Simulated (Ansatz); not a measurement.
Trial structure of Al2GaP2, not yet relaxed:

```cif
data_structure
_symmetry_space_group_name_H-M 'P 1'
_symmetry_Int_Tables_number 1
_cell_length_a 3.6727
_cell_length_b 3.6727
_cell_length_c 7.6406
_cell_angle_alpha 90.000
_cell_angle_beta 90.000
_cell_angle_gamma 90.000
_cell_volume 103.06
loop_
_atom_site_label
_atom_site_type_symbol
_atom_site_fract_x
_atom_site_fract_y
_atom_site_fract_z
_atom_site_occupancy
Al1 Al 0.50000 0.50000 0.80704 1
Al2 Al 0.50000 0.50000 0.19296 1
Ga1 Ga 0.00000 0.00000 0.50000 1
P1 P 0.50000 0.50000 0.50000 1
P2 P 0.50000 0.50000 0.00000 1
```

These are results of Ansatz 0.2.0, DFT PBE, scalar-relativistic, plane waves, PAW, not measurements. Settings: cutoff 420 eV, Γ-centred mesh 6×6×2 on the computed 5-atom cell, Gaussian smearing of 0.10 eV; no spin polarisation.

Formation energies are uncorrected and refer to the elements' standard structures at the same level. The references include black phosphorus.

Q: How far from equilibrium is it?

A: The pressure is 68.3 GPa (the mean over three directions, positive in compression), the largest force is 45.33 eV/Å, and the energy is +4.74 eV/atom against the elements. The shortest distance is 1.47 Å, so close that the PAW spheres overlap strongly and these values are rough.

Q: Is it a good guess?

A: A poor one: relaxing gains about 4.2 eV/atom (the start's value is from the coarse mesh, so the gain is rough) in 17 ionic steps and ends at +0.50 eV/atom on the finer mesh. The symmetry stays P4/mmm (No. 123). The volume per atom grows by 5.4 %, from 20.6 to 21.7 Å³. The shortest distance goes from 1.47 Å (Al–P) to 2.35 Å (Al–P). The ratio c/a of the conventional cell changes by a factor of 1.38. Conventional cell: a = 3.359 Å, c = 9.626 Å. Al has 2 P at 2.35–2.46 Å; Ga is surrounded by 4 P at 2.38 Å; around P on its first site lie 4 Ga at 2.38 Å and 2 Al at 2.46 Å; 1 more site not described.

The last run used a 12×12×4 mesh (in the run's order of axes) for its 5-atom cell and Gaussian smearing of 0.10 eV. An odd number of electrons in the primitive cell allows no gap without spin; a larger cell or a magnetic state could open one. The cell is a metal run without spin; a magnetic state may lie lower. The reference form of P is held partly by dispersion forces, which this level lacks. The relaxation can't lower the symmetry of the start, and the grade says only how near the guess is to its own end. A structure relaxed within its symmetry needn't be a true minimum. Another cell of Al2GaP2 relaxed alike, in P-3m1, lies 0.67 eV/atom lower, so this cell isn't the stable form at this level.
